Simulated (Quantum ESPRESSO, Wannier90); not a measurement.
# CdS (wurtzite), plane waves to Wannier functions

Materials Project entry mp-672; symmetrised, unrelaxed at this level. COD (Crystallography Open Database) has the formula in 2 space groups, this one among them (matched by group alone). Computed values, not measurements, from PBEsol: Quantum ESPRESSO (norm-conserving PseudoDojo potentials, cutoff 82 Ry, no spin polarisation, no spin-orbit coupling) on a Γ-centred 6×6×4 mesh, then Wannier90. Density: 12×12×6 mesh, Gaussian smearing 0.01 Ry.

```
begin unit_cell_cart
ang
    4.1688398509    0.0000000000    0.0000000000
   -2.0844199255    3.6103212152    0.0000000000
    0.0000000000    0.0000000000    6.7796200000
end unit_cell_cart
mp_grid = 6 6 4
```

Neighbour vectors b of the finite-difference formula (Å⁻¹), by shell:

```tsv
shell	b_x	b_y	b_z
1	0.00000	0.00000	0.23169
1	0.00000	0.00000	-0.23169
2	0.00000	0.29006	0.00000
2	0.25120	0.14503	0.00000
2	0.00000	-0.29006	0.00000
2	0.25120	-0.14503	0.00000
2	-0.25120	-0.14503	0.00000
2	-0.25120	0.14503	0.00000
```

**Question.** Find the weights w_b from the completeness condition Σ_b w_b b_α b_β = δ_αβ.

**Answer.** Shell 1: Σ b_x² = 0.000, Σ b_y² = 0.000, Σ b_z² = 0.107 Å⁻²
Shell 2: Σ b_x² = 0.252, Σ b_y² = 0.252, Σ b_z² = 0.000 Å⁻²
Each of the three diagonal sums, weighted, has to give 1 and the off-diagonal ones 0, which holds for w_1 = 9.31 Å², w_2 = 3.96 Å². Check on xx: 9.31×0.000 + 3.96×0.252 = 1.00.

On this mesh the 8 functions of bands 9-10,21-26 (valence bands; start: SCDM (isolated), conv_tol = 1.0e-6) end with spreads 2.0929, 2.0922, 2.0922, 2.0929, 2.0922, 2.0929, 2.1433, 2.1410 Å², Ω_I = 16.1754 Å² and Ω_D = 0.0041 Å².

Ω_total is the sum of the spreads, 16.840 Å². Ω_OD = Ω_total − Ω_I − Ω_D = 0.660 Å². Only (Ω_D + Ω_OD)/Ω_total = 3.9 % depends on the gauge, and another start could lower the total by that share at most. The rms radius is √(Ω_total/8) = 1.45 Å.
